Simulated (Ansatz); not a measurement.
Consider the following.

NbP:
```xyz
2
Lattice="3.1074 0.0000 0.0000 0.0000 3.1074 0.0000 0.0000 0.0000 3.1074" Properties=species:S:1:pos:R:3 pbc="T T T"
Nb     0.0000     0.0000     0.0000
P      1.5537     1.5537     1.5537
```

This is the r²SCAN-relaxed structure.

Question: All from the program Ansatz at the r²SCAN level (PAW), unless another level is named. Give the bulk modulus (Birch–Murnaghan fit).

Answer: 195 GPa.

Question: What about the elastic constants (relaxed ions, GPa)?

Answer: C11 = 382, C12 = 104, C44 = 123.

Space group Pm-3m (CsCl type). A made-up cell: these elements were put on the sites of a structure type; neither database checked (COD, Materials Project) lists it. COD files the formula under space group No. 141, so this cell is another polymorph or a model. Whether it is the stable phase at ambient conditions was not checked. The cell was relaxed with r²SCAN under the symmetry of its start; whether a distortion lowers the energy is not shown. No spin polarisation was allowed. As this level gives no gap, shear constants depend on the k-mesh and smearing (Fermi–Dirac, 0.1 eV here).

Potentials: the later of the program's two PAW sets.
